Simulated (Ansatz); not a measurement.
The geometry is COD entry 1523972, unchecked; take it as a test cell. The listed cell was then made from it by scaling, straining or moving an atom.

ScCu: DFT, LDA, PAW with Ansatz's default frozen-core files, scalar-relativistic (Ansatz 0.2.0). What sets it apart from a plain run of this crystal: equal xy, yz and zx engineering shear strains of -2 %.

Command: `ansatz run input.yaml --threads 1 --pin off --max-ram 3072MiB --backend cpu --events-out ev --progress --plain --runs-dir out` The run took 5.5 s on 1 thread of Intel(R) Xeon(R) Platinum 8488C (Sapphire Rapids) (shared host), peak memory 0.48 GiB.

```yaml
crystal:
  lattice:
    - [3.256, -0.03256, -0.03256]
    - [-0.03256, 3.256, -0.03256]
    - [-0.03256, -0.03256, 3.256]
  atoms:
    - { symbol: Sc, position: [0.5, 0.5, 0.5] }
    - { symbol: Cu, position: [0.0, 0.0, 0.0] }
kpoints:
  mp_grid: { grid: [11, 11, 11] }
scf:
  occupations: { method: fermi_dirac, width: 0.05 }
hamiltonian:
  xc: lda
  pseudopotentials: { kind: paw }
output:
  forces: true
  stress: true
  eigenvalues: true
  efg: { contact_densities: true }
  write_density: true
  write_potential: true
  elf: true
  volumetric_format: npy
```

Output (standing set-up lines are left out):

```
Crystal: 2 atoms, lattice volume = 34.508 Å³
Symmetry: 12 space group operations
Space group: R-3m (ITA 166), of the structure as read, at distance tolerance 3.3e-5 Å
k-points: 146 of 1331
SCF iter   1: F=—  HF=-8645.225153 eV  |F-HF|=—  |Δ(HF+E_count)|=         —  Δρ=1.41e-2  dr2=3.30e-2  ethr=1.77e-3  ⟨swp⟩=3.2  Hψ=10632  notcnv=0
preconditioner: auto → none  [metal: Δε(μ)=0.032 eV  Ē_g=12.285 eV  σ=0.050 eV  W_gap=0.16  n_scr=6 (ndim 8)  ℏωp=28.3 eV  f_vac=0.000  D(μ)=1.77/eV (n_scr^D=18)  sad-step TF]
SCF iter   2: F=—  HF=-8645.218068 eV  |F-HF|=—  |Δ(HF+E_count)|=   7.08e-3  Δρ=3.09e-3  dr2=4.01e-3  ethr=1.10e-4  ⟨swp⟩=2.0  Hψ=5447  notcnv=0
SCF iter   3: F=—  HF=-8645.217105 eV  |F-HF|=—  |Δ(HF+E_count)|=   9.63e-4  Δρ=1.18e-3  dr2=3.17e-4  ethr=1.34e-5  ⟨swp⟩=2.7  Hψ=4762  notcnv=0
SCF iter   4: F=—  HF=-8645.217050 eV  |F-HF|=—  |Δ(HF+E_count)|=   5.54e-5  Δρ=3.48e-4  dr2=1.32e-5  ethr=1.06e-6  ⟨swp⟩=2.1  Hψ=3760  notcnv=0
SCF iter   5: F=—  HF=-8645.217049 eV  |F-HF|=—  |Δ(HF+E_count)|=   9.64e-7  Δρ=1.20e-5  dr2=4.81e-8  ethr=4.39e-8  ⟨swp⟩=1.2  Hψ=2857  notcnv=0
SCF iter   6: F=-8645.217049 eV  HF=-8645.217049 eV  |F-HF|=1.42e-10  |Δ(HF+E_count)|=  2.31e-10  Δρ=3.66e-6  dr2=2.33e-9  ethr=1.60e-10  ⟨swp⟩=4.7  Hψ=14980  notcnv=0
SCF 1 converged in 6 iterations: F = -8645.217049 eV  dr2 = 2.33e-9
  greatest PAW one-centre occupation: 1.000 electrons in one spin orbital (limit 2), on the Cu atom at site 1 (counted from 0), in its partial waves of l = 0
SCF converged after 6 iterations
Free energy (F): -8645.217049 eV
Harris-Foulkes:  -8645.217049 eV  (|F-HF|=1.42e-10)
Internal energy: -8645.202923 eV  (E = F + TS)
E sigma→0 (E₀):  -8645.209986 eV
Entropy (-TS):   -0.014126 eV (-7.063 meV/atom)
Fermi energy:    12.291605 eV
--- Per-component energies (eV) ---
  E_band       = -584.241457
  E_kinetic    = 560.799925
  E_local      = -5636.173841  (includes V_loc(G=0)·N_el)
  E_nonlocal   = 475.172479
  E_hartree    = 2411.391638
  E_xc         = -192.528842
  E_vxc        = -244.504355  (∫ρ·V_xc dr)
  E_paw        = -2499.359605  (= ΣΔE_a)
  E_vpaw       = -562.315259  (= ΣTr[D̂ρ^β])
  E_aug_tail   = 0.000232  (compensation charges beyond the density's cutoff)
  E_ewald      = -3765.259492
  E_core_change = 0.754583  (= ΣΔE_core)
  E_smearing   = -0.014126  (= −TS)
  E_closure    = -0.000000  (closes the sum)
  Σ components = -8645.217049   (vs F -8645.217049, Δ=0.00e0)
--- Forces (eV/Å), atoms counted from 1 ---
  atom   1  Sc     0.00000000     0.00000000     0.00000000
  atom   2  Cu    -0.00000000     0.00000000     0.00000000
  max |Σ_I F_I| component: 1.26e-29 eV/Å
--- Stress (GPa, compression-positive) ---
       -7.524447       0.849395       0.849395
        0.849395      -7.524447       0.849395
        0.849395       0.849395      -7.524447
  P = ⅓ Tr σ = -7.5244 GPa (-75.244 kbar)
--- PAW observables at the nuclei: V_zz in 10²¹ V/m², potentials from the cell's mean, atoms counted from 1 ---
  atom   1  Sc V_zz =    -0.042523   η = 0.0000   by run symmetry: allowed
            electrostatic potential = -2371.168752 V   contact ρ = 48237.525661 e/Å³
  atom   2  Cu V_zz =    +0.890044   η = 0.0000   by run symmetry: allowed
            electrostatic potential = -3757.129800 V   contact ρ = 146795.476602 e/Å³
--- Band table (eV; the first three rows and the last of 146) ---
  k-point 0: bands = ["-99.8646", "-57.6853", "-57.6545", "-57.6545", "-36.9033", "-15.6985", "-15.6921", "-15.6921", "5.2214", "8.4514", "8.4514", "9.2334", "9.3158", "9.3158", "12.7933", "12.7933", "15.4182", "15.4182", "15.4318"]
  k-point 1: bands = ["-99.8645", "-57.6853", "-57.6546", "-57.6545", "-36.9015", "-15.7140", "-15.6944", "-15.6905", "5.3562", "8.4811", "8.4884", "9.2319", "9.3056", "9.3178", "12.7767", "12.7868", "15.1960", "15.2055", "15.4150"]
  k-point 2: bands = ["-99.8645", "-57.6855", "-57.6549", "-57.6544", "-36.8966", "-15.7654", "-15.6906", "-15.6863", "5.7509", "8.5629", "8.5870", "9.2222", "9.2784", "9.3290", "12.6740", "12.7300", "14.7034", "14.7461", "15.3945"]
  k-point 145: bands = ["-99.8643", "-57.6872", "-57.6565", "-57.6565", "-36.8393", "-15.8697", "-15.8693", "-15.8621", "8.8123", "8.8339", "8.8400", "9.5913", "9.5997", "10.6597", "10.9271", "11.0285", "15.5081", "15.9332", "15.9623"]
```
